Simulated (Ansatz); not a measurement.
Energy against volume for Te (trigonal-Te type, space group P3_121)

Te (trigonal-Te type, space group P3_121)

```
CELL_PARAMETERS angstrom
      4.52111     0.00000     0.00000
     -2.26056     3.91540     0.00000
      0.00000     0.00000     5.95492
ATOMIC_POSITIONS crystal
  Te 0.26812 0.00000 0.33333
  Te 0.00000 0.26812 0.66667
  Te 0.73188 0.73188 0.00000
```

Equation-of-state scan: isotropic scaling of the cell above, V₀ being its volume. The atoms relax within the cell's symmetry.

Calculation: PBE (plane waves to 420 eV, PAW, scalar-relativistic; Ansatz, a quantum-chemistry and plane-wave program). k mesh 9×9×6 (Γ-centred), Fermi-Dirac smearing 0.05 eV. Energies are smeared free energies. Stress and pressure are positive under compression. With the shape held, the modulus is that of even scaling; a crystal free to change shape is softer. Spin-orbit coupling is left out, though Te is heavy. Te was relaxed with its symmetry unable to fall. The PAW data are Ansatz's earlier set. ΔE is measured from the relaxed starting cell.

| V/V₀ | ΔE (meV/atom) | P (GPa) |
|---|---|---|
| 0.900 | 34 | 3.6 |
| 0.917 | 23 | 2.7 |
| 0.933 | 14 | 2.1 |
| 0.950 | 7 | 1.4 |
| 0.967 | 3 | 0.9 |
| 0.983 | 1 | 0.4 |
| 1.000 | 0 | 0.0 |
| 1.017 | 1 | -0.4 |
| 1.033 | 3 | -0.7 |
| 1.050 | 6 | -0.9 |
| 1.067 | 9 | -1.2 |
| 1.083 | 14 | -1.4 |
| 1.100 | 19 | -1.5 |

Summary:

The pressure at the smallest volume comes out as 3.6 GPa. The energy cost of the largest compression comes out as 34 meV/atom, the energy cost of the largest expansion is 19 meV/atom and the bulk modulus at fixed cell shape B₀ (third-order Birch-Murnaghan fit) is 23.2 GPa. The pressure derivative B₀′ (fit) comes out as 7.4 and the equilibrium volume of the fit comes out as 35.15 Å³/atom. The pressure for 5 % compression (fit) comes out as 1.4 GPa.

(Under strain, the slope of the energy per volume gives the stress and its curvature an elastic modulus.)
